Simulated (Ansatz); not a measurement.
Ir

```
CELL_PARAMETERS angstrom
0.00000 1.91970 1.91970
1.91970 0.00000 1.91970
1.91970 1.91970 0.00000
ATOMIC_POSITIONS crystal
Ir 0.00000 0.00000 0.00000
```

Conventional cell: a = 3.839 Å, b = 3.839 Å, c = 3.839 Å, α = 90.00°, β = 90.00°, γ = 90.00°. Around Ir (atom 1) lie 12 Ir at 2.71 Å.

The geometry is COD entry 9008470, unchecked; take it as a test cell.

Spin–orbit coupling is left out, though it moves levels of the heavy atoms by tenths of an eV or more.

All numbers below come from Ansatz 0.2.0, DFT, PBEsol, all-electron LAPW, scalar-relativistic.

Settings: a Γ-centred 15×15×15 k mesh, Fermi–Dirac smearing of 0.05 eV, basis error target 0.5 meV/atom, no spin polarisation.

| Property | Result |
| --- | --- |
| Pressure at this cell | -2.83 GPa |
| Volume per atom | 14.15 Å³ |

Task: Density of states at the Fermi level (0.2 eV bin): what does the calculation give?

Result: 0.91 states/eV per cell.

Task: Band gap: what does the calculation give?

Result: none: with an odd electron count and no spin polarisation the bands can't all be full, a metal in this set-up (spin order or a larger cell could open a gap).
